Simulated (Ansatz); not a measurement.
## HfB: tetragonal deformation path

These are results of Ansatz 0.2.0, DFT PBE, scalar-relativistic, plane waves, PAW, not measurements. The runs took a 420 eV cutoff, a Γ-centred 20×20×20 mesh and Gaussian smearing (0.15 eV). Spin–orbit coupling is left out, which can shift energies with elements as heavy as these. No spin polarisation. Energies are free energies at this smearing, counted from the undisturbed cell; pressure is positive in compression.

The undisturbed cell (as given, not relaxed at this level; it stands at 29.8 GPa, and it needn't be the usual structure):

```xyz
2
Lattice="0.0000 2.3100 2.3100 2.3100 0.0000 2.3100 2.3100 2.3100 0.0000" Properties=species:S:1:pos:R:3 pbc="T T T"
Hf    2.3100    2.3100    2.3100
B     0.0000    0.0000    0.0000
```

At fixed volume and fractional coordinates, lengths along (0.000, 0.000, 1.000) are scaled against those across it; ρ is that ratio over its starting value. The cell is metallic on the mesh throughout. At 30 GPa the given cell is far from its own equilibrium, so these figures belong to a strongly strained crystal.

Over the sampled range (0.707 to 1.414), is the undisturbed cell the lowest point?

Yes, every other sampled point lies higher.

The scan:

| ρ | ΔE (meV/atom) |
| --- | --- |
| 0.707 | 1579.3 |
| 0.780 | 783.1 |
| 0.850 | 349.8 |
| 0.920 | 94.8 |
| 1.000 | 0.0 |
| 1.200 | 409.7 |
| 1.300 | 814.9 |
| 1.414 | 1350.0 |